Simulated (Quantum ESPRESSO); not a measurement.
GaAlN$_{2}$ (space group P3m1, No. 156) has a direct gap of 2.84 eV with PBEsol (pw.x of Quantum ESPRESSO, ONCV potentials, no spin-orbit coupling). After a biaxial strain (along x and y, z relaxed, atoms relaxed) the gap is direct, 2.60 eV.

Q: Which strain was applied?
(A) -1 %
(B) -2 %
(C) +2 %
(D) +1 %

A: C, +2 %. Gaps found: -2 %: 2.91 eV (direct); -1 %: 2.89 eV (direct); 0 %: 2.84 eV (direct); 1 %: 2.77 eV (near tie); 2 %: 2.60 eV (direct).

The structure is a Materials Project entry; no match was found in the copy of COD used, and its stability was not checked.
